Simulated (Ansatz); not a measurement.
## SbP under compression and expansion

```
Sb P
1.0
     0.00000    2.81773    2.81773
     2.81773    0.00000    2.81773
     2.81773    2.81773    0.00000
Sb P
1 1
Direct
  0.00000 0.00000 0.00000
  0.50000 0.50000 0.50000
```

The structure comes from a relaxation in the same program, started in the rocksalt type, and has space group Fm-3m. Whether it is a known phase or the ground state wasn't checked.

No spin–orbit coupling, which matters for the heavy atoms here.

Levels of theory: DFT, PBE, all-electron LAPW, scalar-relativistic (Ansatz 0.2.0); DFT, PBE, PAW with Ansatz's default frozen-core files, scalar-relativistic (Ansatz 0.2.0).

For LAPW: a Γ-centred 11×11×11 k mesh, Fermi–Dirac smearing of 0.05 eV, basis error target 0.5 meV/atom, no spin polarisation. PAW takes a cutoff of 420 eV at this cell. The Ansatz runs share mesh, smearing and spin set-up. Plane-wave (PAW) pressures include the program's estimate of the Pulay term.

The cell above is scaled evenly, with fractional coordinates and shape held.

| V/V(cell) | V (Å³/atom) | P, LAPW (GPa) | P, PAW (GPa) | free energy over the lowest listed, PAW (meV/atom) |
| --- | --- | --- | --- | --- |
| 0.9600 | 21.477 | 3.40 | 3.40 | 9.2 |
| 0.9800 | 21.924 | ? | ? | ? |
| 1.0000 | 22.372 | 0.01 | 0.00 | 0.0 |
| 1.0200 | 22.819 | -1.45 | -1.46 | 2.1 |
| 1.0400 | 23.267 | -2.76 | -2.77 | 8.0 |

(1) Fill in the row V/V(cell) = 0.9800.

(2) What do Birch–Murnaghan fits to the pressures give?

## Answers

(1) P, LAPW (GPa) = 1.62, P, PAW (GPa) = 1.62, free energy over the lowest listed, PAW (meV/atom) = 2.2.

(2) LAPW: V0 = 22.37 Å³/atom, B0 = 76 GPa, B0′ = 4.1; PAW: V0 = 22.37 Å³/atom, B0 = 77 GPa, B0′ = 4.1.
